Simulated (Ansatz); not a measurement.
The elements of this relaxed trial crystal are hidden behind letters.

```
lattice vectors (Å)
   0.0000    4.1785    7.0952
   2.3735    0.0000    7.0952
   2.3735    4.1785    0.0000
fractional positions
X 0.0000 0.0000 0.0000
Z 0.6622 0.3378 0.6622
Z 0.9948 0.6704 0.3296
Z 0.3296 0.0052 0.9948
Z 0.3378 0.6622 0.3378
Z 0.6704 0.9948 0.0052
Z 0.0052 0.3296 0.6704
Q 0.3327 0.3327 0.6673
Q 0.6673 0.6673 0.3327
```

All numbers below come from Ansatz 0.2.0, DFT PBE, scalar-relativistic, plane waves, PAW. The final run on the 9-atom cell used 420 eV, a Γ-centred 10×10×10 mesh, 0.10 eV smearing and no spin polarisation.

```
Space group                                 : Fmmm (No. 69)
Conventional cell                           : a = 4.747 Å, b = 8.357 Å, c = 14.190 Å
Volume per atom                             : 15.64 Å³
Density                                     : 7.97 g/cm³
Energy over the elements                    : −0.20 eV/atom
Gap on the 10×10×10 mesh of the 9-atom cell : 0 eV (a metal)
```

Energies are uncorrected and count from the elements' standard states at the same level.

Question: X is a d-block element of period 4, Z is a p-block element of period 4 and Q is a d-block element of period 5. Which elements are they?

Answer: X = Ti, Z = Ge, Q = Mo, so the formula is TiGe6Mo2. Density times volume gives a mean mass of 7.97 × 15.64/1.6605 = 75.1 u per atom, and this set has 75.1 u. Around Ti lie 10 Ge at 2.73–2.82 Å and 4 Mo at 3.36 Å; Ge on a site of symmetry m2m has 5 Ge at 2.71–2.79 Å, 3 Ti at 2.73–2.82 Å, 2 Mo at 2.73 Å and 4 Ge at 3.36 Å; Mo has 10 Ge at 2.71–2.82 Å, 2 Mo at 3.34 Å and 2 Ti at 3.36 Å; 1 more site not described. Other sets within the hints have nearly the same mass, so mass alone doesn't settle it; this one was computed.

Symmetry constrained the relaxation, so the result can be a saddle point.
